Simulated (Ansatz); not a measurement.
How much do the gradients of ZnS depend on the method?

Cell: a Materials Project structure (computed, not necessarily an observed phase).

```
Zn S
1.0
     3.80748    0.00000    0.00000
    -1.90374    3.29737    0.00000
     0.00000    0.00000   43.59573
Zn S
14 14
Cartesian
  1.9037 1.0991 3.1173
  0.0000 0.0000 28.0269
  0.0000 2.1982 34.2553
  0.0000 2.1982 24.9152
  0.0000 0.0000 6.2290
  0.0000 0.0000 15.5704
  1.9037 1.0991 40.4812
  0.0000 2.1982 9.3430
  1.9037 1.0991 31.1409
  1.9037 1.0991 12.4574
  0.0000 2.1982 0.0013
  1.9037 1.0991 21.7991
  0.0000 0.0000 37.3683
  0.0000 2.1982 18.6834
  0.0000 2.1982 21.0153
  0.0000 2.1982 2.3372
  1.9037 1.0991 14.7904
  0.0000 0.0000 17.9032
  1.9037 1.0991 33.4743
  0.0000 0.0000 39.7011
  0.0000 0.0000 8.5622
  1.9037 1.0991 5.4490
  0.0000 2.1982 36.5883
  1.9037 1.0991 42.8131
  1.9037 1.0991 24.1350
  0.0000 2.1982 11.6764
  0.0000 0.0000 30.3601
  0.0000 2.1982 27.2469
```

Sites (sets of like atoms) are named by element and the number of their first atom in this list.

First run. Method: Kohn–Sham DFT in Ansatz, PBE, plane waves and PAW, scalar-relativistic, 420 eV cutoff, Γ-centred 8×8×1 k-points, Fermi–Dirac smearing 0.02 eV.

```csv
site,atom,V_zz (10²¹ V/m²),η
Zn1,1,0.042,0.00
Zn11,11,-0.095,0.00
S15,15,0.13,0.00
S16,16,0.21,0.00
S17,17,0.052,0.00
S19,19,0.065,0.00
S21,21,0.062,0.00
S22,22,0.056,0.00
```

Second run. The same atoms and settings, except that the functional is r2SCAN and the cutoff is 500 eV.

**Question.** Given the first result, estimate the second.

**Answer.** 

| site | atom | V_zz | η | change of V_zz |
| --- | --- | --- | --- | --- |
| Zn1 | 1 | 0.034 | 0.00 | -0.01 |
| Zn11 | 11 | -0.091 | 0.00 | 0.00 |
| S15 | 15 | 0.11 | 0.00 | -0.02 |
| S16 | 16 | 0.23 | 0.00 | +0.02 |
| S17 | 17 | 0.053 | 0.00 | 0.00 |
| S19 | 19 | 0.065 | 0.00 | 0.00 |
| S21 | 21 | 0.061 | 0.00 | 0.00 |
| S22 | 22 | 0.055 | 0.00 | 0.00 |

No V_zz moves by more than 0.02. Sites with |V_zz| of 0.02 or less aren't listed.

For the second run: With these PAW files V_zz is typically within 2 to 3 % of all-electron values, but misses above 10 % occur on Zn.
